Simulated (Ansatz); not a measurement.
All numbers below come from Ansatz, DFT PBE, scalar-relativistic, plane waves, PAW. All cells share a 420 eV cutoff and Γ-centred k meshes spaced at most about 0.3 Å⁻¹ (about 0.25 or finer for metals, 2π included). No spin polarisation in the final relaxations.

These are static total energies at zero pressure. Lower structures may exist.

**Question.** Order these relaxed structures of Ta₄O by energy, lowest first, with the energy over the lowest of them.
A.

Space group P4/mmm (No. 123). a = 3.254 Å, b = 3.254 Å, c = 7.396 Å, α = 90.00°, β = 90.00°, γ = 90.00°
```
atom  site  symmetry       x       y       z
  Ta    1b     4/mmm  0.0000  0.0000  0.5000
  Ta    2h       4mm  0.5000  0.5000  0.7830
  Ta    1a     4/mmm  0.0000  0.0000  0.0000
   O    1d     4/mmm  0.5000  0.5000  0.5000
```

B.

Space group P-43m (No. 215). a = 4.394 Å, b = 4.394 Å, c = 4.394 Å, α = 90.00°, β = 90.00°, γ = 90.00°
```csv
atom,site,symmetry,x,y,z
Ta,4e,.3m,0.2637,0.7363,0.2637
O,1a,-43m,0.0000,0.0000,0.0000
```

C.

Space group C2/m (No. 12). a = 5.911 Å, b = 9.353 Å, c = 2.914 Å, α = 90.00°, β = 102.50°, γ = 90.00°
```json
{"atom": "Ta", "site": "4g", "symmetry": "2", "x": "0.5000", "y": "0.2457", "z": "0.0000"}
{"atom": "Ta", "site": "4i", "symmetry": "m", "x": "0.7803", "y": "0.0000", "z": "0.6007"}
{"atom": "O", "site": "2b", "symmetry": "2/m", "x": "0.5000", "y": "0.0000", "z": "0.0000"}
```

**Answer.** C (0 meV/atom), A (124 meV/atom), B (202 meV/atom). Forms: C C2/m; A P4/mmm; B P-43m. Counting Ta atoms around O (those within 1.25 times the shortest such distance or 1.15 times the sum of covalent radii; a plus sign parts nearer from farther groups): C has O 6; A has O 2+4; B has O 4.

Spin–orbit coupling, which can matter for Ta, is left out. The P4/mmm cell at 15.7 Å³/atom was relaxed from a Materials Project cell. With atoms moved at random, P4/mmm came back. Other cells relaxed within their symmetry can be saddle points. Some structure types and database cells were kept out of the candidates from the start, so a known form may be missing.
